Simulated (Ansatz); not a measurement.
# Zr3N2 (R-3c): electronic heat capacity and spin susceptibility from the density of states

Theory: DFT PBEsol, scalar-relativistic, plane waves, PAW in Ansatz.

Plane waves to 420 eV, a k mesh through Γ of 12×12×12 on the computed 10-atom cell and Gaussian smearing (0.10 eV); no spin polarisation.

Relaxed cell: R-3c, a = 5.599 Å, b = 5.599 Å, c = 15.581 Å, α = 90.00°, β = 90.00°, γ = 120.00°, 10 atoms in the primitive cell. Whether it is the stable form of this composition wasn't checked.

The density of states at the Fermi level is 3.745 states/eV in the cell of 10 atoms (2 formula units; both spins, tetrahedra on a 18×18×18 mesh). Averaged over bins of 0.1 eV the density runs from 2.4 to 7.4 states/eV within 0.2 eV of the Fermi level, so the figure hangs on the exact place of that level.

What Sommerfeld coefficient and Pauli susceptibility does this give?

Per formula unit N(E_F) = 1.873 states/eV. γ = (π²/3) k_B² N(E_F) N_A = 2.357 mJ/(mol K²) per state/eV, so γ = 4.4 mJ/(mol K²), a mole of formula units. χ_P = μ_B² N(E_F) N_A = 3.23×10⁻⁵ emu/mol per state/eV gives 6.1×10⁻⁵ emu/mol. This is the bare band result: a measured γ of the same phase is as a rule larger by a factor 1 + λ from phonons and spin fluctuations, the spin part of χ is larger by the Stoner factor, and a measured χ also holds orbital and core terms. N(E_F) at one energy is sensitive to the mesh where the density of states has sharp peaks.

Cost: 1 run of about 2.7 core-minutes, on AMD EPYC 9R45 (Zen 5) (shared hosts).